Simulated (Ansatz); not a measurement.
A geometry of Ga₂Cu away from equilibrium: step 2 of the relaxation of a relaxed Ga2Cu cell shaken by Gaussian noise of σ = 0.08 Å a coordinate. Method: PBEsol (plane waves to 420 eV, PAW, scalar-relativistic; Ansatz, a program for electronic structure). Γ-centred k-mesh 6×6×6 on the run's cell (coarser than for final values), Fermi–Dirac smearing 0.05 eV.

```xyz
9
Lattice="4.0556 2.3432 2.6533 -4.0553 2.3387 2.6568 -0.0037 -4.6629 2.6383" Properties=species:S:1:pos:R:3 pbc="T T T"
Cu     0.0575    -2.2575     5.3242
Cu    -2.0223    -1.2671     2.6482
Cu     1.9016    -1.1790     2.5388
Ga    -0.0073     0.0999     5.2154
Ga    -0.0009     0.0097     2.8368
Ga    -0.0541    -2.3336     1.2788
Ga     2.0228     1.0805     1.3496
Ga    -1.9914    -3.4206     4.0276
Ga    -0.1044    -0.0057     0.0033
```

Task: Give the Cartesian forces on all atoms (eV/Å).

Result: 
```csv
atom,Fx,Fy,Fz
Cu1,-0.01,-0.20,-0.02
Cu2,0.63,0.54,-0.05
Cu3,0.69,-0.56,-0.03
Ga4,-0.68,-0.24,0.42
Ga5,-0.65,0.34,-0.34
Ga6,-0.03,0.01,0.08
Ga7,-0.02,0.16,-0.23
Ga8,-0.06,-0.07,0.13
Ga9,0.12,0.02,0.04
```

Task: What is the pressure?

Result: +0.8 GPa, compression positive.

No spin polarisation in the result.

The end of the path is a generated cell of Ga2Cu: the first start was made by a random draw of sites in a space group, and the end was not matched to a known phase here, so it may be hypothetical.
